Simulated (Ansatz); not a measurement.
Se:
```yaml
crystal:
  lattice:
    - [0.00000, 3.14424, 3.14424]
    - [3.14424, 0.00000, 3.14424]
    - [3.14424, 3.14424, 0.00000]
  atoms:
    - { symbol: Se, position: [0.00000, 0.00000, 0.00000] }
    - { symbol: Se, position: [0.25000, 0.25000, 0.25000] }
```

Relaxed with r²SCAN.

Q: Map the electron localisation function on the plane through (0.000, 0.000, 0.000) spanned by u = [1, 0, 0] and v = [-1, 1, 1] in lattice vectors, from plane-wave PAW r²SCAN (Ansatz code).

A: x is the fraction of u, y of v (the angle between them is 90°; rows are the nearest grid lines); atoms in the plane: Se at (0.00, 0.00), Se at (0.50, 0.25).
```
|.:+@@@#=::---::=#@@@+:.|
|:-*@@@#+:.....:+#@@@*-:|
|@@@@@%#+:     :+#%@@@@@|
|@@@@@%*=.     .=*%@@@@@|
|@@@%#*=:.     .:=*#%@@@|
|++==-:.         .:-==++|
|:::..             ..:::|
|..                   ..|
|                       |
|                       |
|                       |
|       ...:::...       |
|      .:-=====-:.      |
|    :=*#%%@@@%%#*=:    |
|   .-*#%@@@@@@@%#*-.   |
|   :=#%@@@@@@@@@%#=:   |
|...:+#@@@#=-=#@@@#+:...|
|::::=#@@@*:.:*@@@#=::::|
|++--=*%@@*-:-*@@%*=--++|
|@@%#++*%@@%%%@@%*++#%@@|
|@@@%#++#@@@@@@@#++#%@@@|
|@@@@%*++#%@@@%#++*%@@@@|
|:-*@@%*=-=+*+=-=*%@@*-:|
|.:+@@@#=::---::=#@@@+:.|
```
Scale: ten equal steps from 0.007 (start of ' ') to 0.793 (end of '@'), in the order ' .:-=+*#%@'; x runs from 0.000 to 1.00, y from 0.000 (bottom) to 1.00 (top).

The density is the valence pseudo-density with augmentation charge, so density and ELF within about 1 Å of a nucleus are not all-electron values.

Space group Fd-3m (diamond). The start of the workflow was typed in or built on a structure type; neither database checked (COD, Materials Project) lists it. It is not the phase usual at ambient conditions (space group No. 152). The r²SCAN relaxation kept the symmetry of its start; whether a distortion lowers the energy is not shown. The volume moved by 26 % from the start of the relaxation.

Potentials: the later of the program's two PAW sets.
